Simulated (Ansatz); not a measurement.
## TaN: from a starting cell to a relaxed one

The start is a relaxed TaN cell, doubled along one cell vector, shaken by Gaussian noise of σ = 0.08 Å a coordinate. The structure is fully relaxed (lattice and positions, P = 0) with r2SCAN (plane waves to 500 eV, PAW, scalar-relativistic; Ansatz, an electronic-structure program). The first steps use a coarse 8×4×8 k-mesh.

Initial structure:
```yaml
crystal:
  lattice:
    - [2.73487, 0.00000, 0.00000]
    - [0.00000, 5.46975, 0.00000]
    - [0.00000, 0.00000, 2.73487]
  atoms:
    - { symbol: N, position: [0.91383, 0.00878, 0.97597] }
    - { symbol: N, position: [0.97079, 0.50696, 0.07845] }
    - { symbol: Ta, position: [0.52675, 0.23857, 0.50329] }
    - { symbol: Ta, position: [0.45150, 0.75436, 0.50195] }
```

### Question
How large is the pressure on the unrelaxed cell, and of which sign?

### Answer
+11 GPa (positive: the cell is compressed).

### Question
What is the largest force in the starting geometry, and on which atom (counted from 1)?

### Answer
About 2.8 eV/Å, on Ta3 (atoms numbered as listed).

### Question
By how much does the energy per atom fall from start to end?

### Answer
0.11 to 0.16 eV/atom (the two k-meshes of the run give this range).

### Question
How do the shortest distances between atoms change?

### Answer
The closest pairs of elements (up to four, under 3.6 Å), start → end: N–Ta 2.09 → 2.37 Å; Ta–Ta 2.66 → 2.73 Å; N–N 2.73 → 2.73 Å.

### Question
Is the relaxed structure metallic? Give its gap.

### Answer
Zero (metallic).

It ends as:

Space group Pm-3m (No. 221); a = 2.735 Å, b = 2.735 Å, c = 2.735 Å, α = 90.00°, β = 90.00°, γ = 90.00°

| atom | site | symmetry | x | y | z |
|---|---|---|---|---|---|
| N | 1b | m-3m | 0.5000 | 0.5000 | 0.5000 |
| Ta | 1a | m-3m | 0.0000 | 0.0000 | 0.0000 |

Final values are on a 17×17×17 k-mesh of the relaxed cell. No spin polarisation in the result.

The relaxed structure here is a generated cell of TaN: the first start was made by placing the elements on the sites of a structure type, and the end was not matched to a known phase here, so it may be hypothetical. Known forms of TaN include space group No. 225.
